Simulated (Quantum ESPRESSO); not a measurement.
## Al2SiZnN4 (one run as intended and one with a planted mistake)

Computed values, not a measurement. The program is pw.x of Quantum ESPRESSO 7.5 (plane-wave density functional theory). The cell is made up: 8 atoms on a zincblende/diamond lattice, with randomly drawn elements, strain and displacements, not relaxed. PseudoDojo standard norm-conserving files (v0.5 for PBE, v0.4.1 for LDA and PBEsol) set the functional; there is no spin polarisation, spin-orbit coupling or dispersion term, and the masses in the input are unused placeholders.

Intended input:

```
&control calculation='scf', pseudo_dir='./dojo.nc.sr.pbe.v0_5.standard.upf', outdir='./o', disk_io='low', tprnfor=.true., tstress=.true. /
&system ibrav=0, nat=8, ntyp=4, nbnd=31, ecutwfc=84.00895049, nosym=.true., tot_charge=0,
 occupations='smearing', smearing='fd', degauss=0.0018374661
/
&electrons conv_thr=7.350e-09, electron_maxstep=60, /
ATOMIC_SPECIES
Al 1.0 Al.upf
N 1.0 N.upf
Si 1.0 Si.upf
Zn 1.0 Zn.upf
CELL_PARAMETERS angstrom
4.2653 -0.0642 0.015
-0.0642 4.439 0.0114
0.015 0.0114 4.3762
ATOMIC_POSITIONS angstrom
Al 0.0473 -0.066 0.0349
Si -0.076 2.0946 2.1859
Zn 2.1 0.0599 2.294
Al 2.1783 2.1073 0.0552
N 1.0275 1.2059 1.1312
N 1.1973 3.3741 3.3544
N 3.3171 1.1832 3.1656
N 3.0045 3.229 1.1061
K_POINTS automatic
4 4 4 1 1 1
```

The log is shortened where brackets say so; the opening notice, blank lines, dates and the lines on written files are dropped, and the path of the files is cut. It prints rydbergs, bohrs and kilobars, and counts compression as positive stress.

Log of the intended run:

```
     Program PWSCF v.7.5
     Parallel version (MPI & OpenMP), running on       4 processor cores
     Number of MPI processes:                 4
     Threads/MPI process:                     1
     [start-up lines left out]
     bravais-lattice index     =            0
     lattice parameter (alat)  =       8.0612  a.u.
     unit-cell volume          =     559.0179 (a.u.)^3
     number of atoms/cell      =            8
     number of atomic types    =            4
     number of electrons       =        50.00
     number of Kohn-Sham states=           31
     kinetic-energy cutoff     =      84.0090  Ry
     charge density cutoff     =     336.0358  Ry
     scf convergence threshold =      7.3E-09
     mixing beta               =       0.7000
     number of iterations used =            8  plain     mixing
     Exchange-correlation= PBE
                           (   1   4   3   4   0   0   0)
     [axes and pseudopotential details left out]
   Cartesian axes
     site n.     atom                  positions (alat units)
         1        Al     tau(   1) = (   0.0110882  -0.0154719   0.0081813  )
         2        Si     tau(   2) = (  -0.0178161   0.4910205   0.5124233  )
         3        Zn     tau(   3) = (   0.4922864   0.0140419   0.5377643  )
         4        Al     tau(   4) = (   0.5106416   0.4939977   0.0129401  )
         5        N      tau(   5) = (   0.2408687   0.2826896   0.2651783  )
         6        N      tau(   6) = (   0.2806736   0.7909636   0.7863455  )
         7        N      tau(   7) = (   0.7776015   0.2773682   0.7420866  )
         8        N      tau(   8) = (   0.7043212   0.7569489   0.2592943  )
     number of k points=    32  Fermi-Dirac smearing, width (Ry)=  0.0018
                       cart. coord. in units 2pi/alat
        k(    1) = (   0.1264200   0.1216404   0.1210967), wk =   0.0625000
        k(    2) = (   0.1255533   0.1210020   0.3647950), wk =   0.0625000
     [further k points left out]
     Dense  grid:    58141 G-vectors     FFT dimensions: (  48,  50,  50)
     Estimated max dynamical RAM per process >     100.08 MB
     Estimated total dynamical RAM >     357.75 MB
     Initial potential from superposition of free atoms
     starting charge      49.9943, renormalised to      50.0000
     Starting wfcs are   38 randomized atomic wfcs
     total cpu time spent up to now is        1.4 secs
     per-process dynamical memory:    71.5 Mb
     Self-consistent Calculation
     iteration #  1     ecut=    84.01 Ry     beta= 0.70
     Davidson diagonalization with overlap
     ethr =  1.00E-02,  avg # of iterations =  3.4
     total cpu time spent up to now is        3.2 secs
     total energy              =    -518.13293798 Ry
     estimated scf accuracy    <       2.42509562 Ry
     iteration #  2     ecut=    84.01 Ry     beta= 0.70
     Davidson diagonalization with overlap
     ethr =  4.85E-03,  avg # of iterations =  2.0
     total cpu time spent up to now is        4.8 secs
     total energy              =    -518.86216876 Ry
     estimated scf accuracy    <       1.92350365 Ry
     [iterations 3 to 10 left out]
     iteration # 11     ecut=    84.01 Ry     beta= 0.70
     Davidson diagonalization with overlap
     ethr =  1.04E-10,  avg # of iterations =  3.1
     total cpu time spent up to now is       18.8 secs
     total energy              =    -519.19733418 Ry
     estimated scf accuracy    <          9.2E-09 Ry
     iteration # 12     ecut=    84.01 Ry     beta= 0.70
     Davidson diagonalization with overlap
     ethr =  1.83E-11,  avg # of iterations =  2.0
     total cpu time spent up to now is       20.2 secs
     End of self-consistent calculation
     [lines on levels left out]
!    total energy              =    -519.19733418 Ry
     estimated scf accuracy    <          1.8E-09 Ry
     smearing contrib. (-TS)   =      -0.00000000 Ry
     internal energy E=F+TS    =    -519.19733418 Ry
     The total energy is F=E-TS. E is the sum of the following terms:
     one-electron contribution =    -401.42067183 Ry
     hartree contribution      =     225.66553830 Ry
     xc contribution           =     -77.65353529 Ry
     ewald contribution        =    -265.78866536 Ry
     convergence has been achieved in  12 iterations
     Forces acting on atoms (cartesian axes, Ry/au):
     atom    1 type  1   force =    -0.00905640   -0.00554142   -0.00541024
     atom    2 type  3   force =     0.15349322    0.23676498   -0.14195486
     atom    3 type  4   force =     0.03601037    0.01222656   -0.09751585
     atom    4 type  1   force =    -0.04620192    0.03108040   -0.09027050
     atom    5 type  2   force =    -0.08984829   -0.01806561   -0.01717755
     atom    6 type  2   force =    -0.17500669   -0.16042603    0.06600820
     atom    7 type  2   force =    -0.06130036   -0.10285532    0.23404327
     atom    8 type  2   force =     0.19191007    0.00681644    0.05227753
     Total force =     0.547954     Total SCF correction =     0.000096
     Computing stress (Cartesian axis) and pressure
          total   stress  (Ry/bohr**3)                   (kbar)     P=      138.66
   0.00096354   0.00121135  -0.00057796          141.74      178.20      -85.02
   0.00121135   0.00084426  -0.00050720          178.20      124.19      -74.61
  -0.00057796  -0.00050720   0.00102004          -85.02      -74.61      150.05
     init_run     :      1.29s CPU      1.34s WALL (       1 calls)
     electrons    :     18.67s CPU     18.75s WALL (       1 calls)
     forces       :      0.30s CPU      0.30s WALL (       1 calls)
     stress       :      0.98s CPU      0.99s WALL (       1 calls)
     [timing details left out]
     PWSCF        :     21.35s CPU     21.51s WALL
     JOB DONE.
```

A second run has one planted mistake: the cell has the wrong charge. The input lines that differ, file-writing options aside:

```
- &system ibrav=0, nat=8, ntyp=4, nbnd=31, ecutwfc=84.00895049, nosym=.true., tot_charge=0,
+ &system ibrav=0, nat=8, ntyp=4, nbnd=31, ecutwfc=84.00895049, nosym=.true., tot_charge=1,
```

Its log:

```
     Program PWSCF v.7.5
     Parallel version (MPI & OpenMP), running on       4 processor cores
     Number of MPI processes:                 4
     Threads/MPI process:                     1
     [start-up lines left out]
     bravais-lattice index     =            0
     lattice parameter (alat)  =       8.0612  a.u.
     unit-cell volume          =     559.0179 (a.u.)^3
     number of atoms/cell      =            8
     number of atomic types    =            4
     number of electrons       =        49.00
     number of Kohn-Sham states=           31
     kinetic-energy cutoff     =      84.0090  Ry
     charge density cutoff     =     336.0358  Ry
     scf convergence threshold =      7.3E-09
     mixing beta               =       0.7000
     number of iterations used =            8  plain     mixing
     Exchange-correlation= PBE
                           (   1   4   3   4   0   0   0)
     [axes and pseudopotential details left out]
   Cartesian axes
     site n.     atom                  positions (alat units)
         1        Al     tau(   1) = (   0.0110882  -0.0154719   0.0081813  )
         2        Si     tau(   2) = (  -0.0178161   0.4910205   0.5124233  )
         3        Zn     tau(   3) = (   0.4922864   0.0140419   0.5377643  )
         4        Al     tau(   4) = (   0.5106416   0.4939977   0.0129401  )
         5        N      tau(   5) = (   0.2408687   0.2826896   0.2651783  )
         6        N      tau(   6) = (   0.2806736   0.7909636   0.7863455  )
         7        N      tau(   7) = (   0.7776015   0.2773682   0.7420866  )
         8        N      tau(   8) = (   0.7043212   0.7569489   0.2592943  )
     number of k points=    32  Fermi-Dirac smearing, width (Ry)=  0.0018
                       cart. coord. in units 2pi/alat
        k(    1) = (   0.1264200   0.1216404   0.1210967), wk =   0.0625000
        k(    2) = (   0.1255533   0.1210020   0.3647950), wk =   0.0625000
     [further k points left out]
     Dense  grid:    58141 G-vectors     FFT dimensions: (  48,  50,  50)
     Estimated max dynamical RAM per process >     100.08 MB
     Estimated total dynamical RAM >     357.75 MB
     Initial potential from superposition of free atoms
     starting charge      49.9943, renormalised to      49.0000
     Starting wfcs are   38 randomized atomic wfcs
     total cpu time spent up to now is        1.4 secs
     per-process dynamical memory:    71.5 Mb
     Self-consistent Calculation
     iteration #  1     ecut=    84.01 Ry     beta= 0.70
     Davidson diagonalization with overlap
     ethr =  1.00E-02,  avg # of iterations =  3.4
     total cpu time spent up to now is        3.2 secs
     total energy              =    -518.75624140 Ry
     estimated scf accuracy    <       2.64459290 Ry
     iteration #  2     ecut=    84.01 Ry     beta= 0.70
     Davidson diagonalization with overlap
     ethr =  5.40E-03,  avg # of iterations =  2.2
     total cpu time spent up to now is        4.9 secs
     total energy              =    -519.51407307 Ry
     estimated scf accuracy    <       1.91572437 Ry
     [iterations 3 to 11 left out]
     iteration # 12     ecut=    84.01 Ry     beta= 0.70
     Davidson diagonalization with overlap
     ethr =  4.18E-10,  avg # of iterations =  2.0
     total cpu time spent up to now is       19.7 secs
     total energy              =    -519.86381960 Ry
     estimated scf accuracy    <          8.3E-09 Ry
     iteration # 13     ecut=    84.01 Ry     beta= 0.70
     Davidson diagonalization with overlap
     ethr =  1.70E-11,  avg # of iterations =  3.9
     total cpu time spent up to now is       21.4 secs
     End of self-consistent calculation
     [lines on levels left out]
!    total energy              =    -519.86381960 Ry
     estimated scf accuracy    <          6.3E-09 Ry
     smearing contrib. (-TS)   =      -0.00089081 Ry
     internal energy E=F+TS    =    -519.86292879 Ry
     The total energy is F=E-TS. E is the sum of the following terms:
     one-electron contribution =    -401.80303290 Ry
     hartree contribution      =     224.37382523 Ry
     xc contribution           =     -76.64505577 Ry
     ewald contribution        =    -265.78866536 Ry
     convergence has been achieved in  13 iterations
     Forces acting on atoms (cartesian axes, Ry/au):
     atom    1 type  1   force =    -0.01613355    0.01996031   -0.00190440
     atom    2 type  3   force =     0.15221694    0.22106909   -0.14862796
     atom    3 type  4   force =     0.03344834    0.01427856   -0.09167586
     atom    4 type  1   force =    -0.04047240    0.00236380   -0.09353186
     atom    5 type  2   force =    -0.07966839   -0.01891331   -0.00789851
     atom    6 type  2   force =    -0.14896767   -0.14648768    0.04119313
     atom    7 type  2   force =    -0.07711607   -0.11053128    0.23260427
     atom    8 type  2   force =     0.17669280    0.01826052    0.06984120
     Total force =     0.525098     Total SCF correction =     0.000121
     Computing stress (Cartesian axis) and pressure
          total   stress  (Ry/bohr**3)                   (kbar)     P=     -126.34
  -0.00095669   0.00118396  -0.00055880         -140.73      174.17      -82.20
   0.00118396  -0.00075648  -0.00043409          174.17     -111.28      -63.86
  -0.00055880  -0.00043409  -0.00086334          -82.20      -63.86     -127.00
     init_run     :      1.37s CPU      1.38s WALL (       1 calls)
     electrons    :     19.96s CPU     20.02s WALL (       1 calls)
     forces       :      0.31s CPU      0.31s WALL (       1 calls)
     stress       :      0.95s CPU      0.95s WALL (       1 calls)
     [timing details left out]
     PWSCF        :     22.65s CPU     22.74s WALL
     JOB DONE.
```

|  | intended run | run with the mistake |
| --- | --- | --- |
| free energy (eV) | -7064.040 | -7073.108 |
| smearing term -TS (eV) | 0.0000 | -0.0121 |
| pressure (GPa) | 13.87 | -12.63 |
| largest force component (eV/Å) | 6.087 | 5.980 |
| largest change of a force component (eV/Å) |  | 0.738 |
| iterations | 12 | 13 |

For scale, a rerun of the intended cell at 1437 eV and a 6 x 6 x 6 mesh moved values by no more than 0.003 eV in energy, 0.02 GPa in stress and 0.002 eV/Å in force. The charged cell sits in a uniform background, so its energy and stress rest on the program's zero of potential.